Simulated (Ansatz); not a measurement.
SrCl₂ (fluorite, space group No. 225), LDA (plane waves, PAW; program Ansatz): ε∞ = 3.13, cell volume 78.62 Å³. Infrared-active transverse modes:

```tsv
ω_TO (cm⁻¹)	oscillator strength S_xx (e²/amu)
155.2	0.1579
```

Q: Compute the static dielectric constant.

A: Each mode adds (4.921e7/V) S/ω²: 4.10. So ε0 = 7.23.

Q: What LO frequency does the Lyddane–Sachs–Teller relation give?

A: ω_LO = ω_TO √(ε0/ε∞) = 236 cm⁻¹.

Space group Fm-3m (fluorite). Symmetry was held in the LDA relaxation; phonons on a q-mesh show no instability. Scalar-relativistic: spin–orbit coupling is off unless named, which matters more the heavier the elements.

Potentials: the later of the program's two PAW sets.
